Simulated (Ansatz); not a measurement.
A relaxed 1×1 slab of 3 planes, cut along (111) from a fcc crystal of one element, has a cell area of 6.83 Å² and a bulk spacing of 2.293 Å between its first planes. All-electron LAPW in Ansatz 0.2.0 (PBE, scalar-relativistic, no spin polarisation) gives γ = 1.53 J/m², Φ = 5.76 eV and a change of the outer spacing of +0.8 %. The fcc structure needn't be the element's own.

Question: Which element is it?

Answer: Pt. Neighbours weren't tried against these numbers.
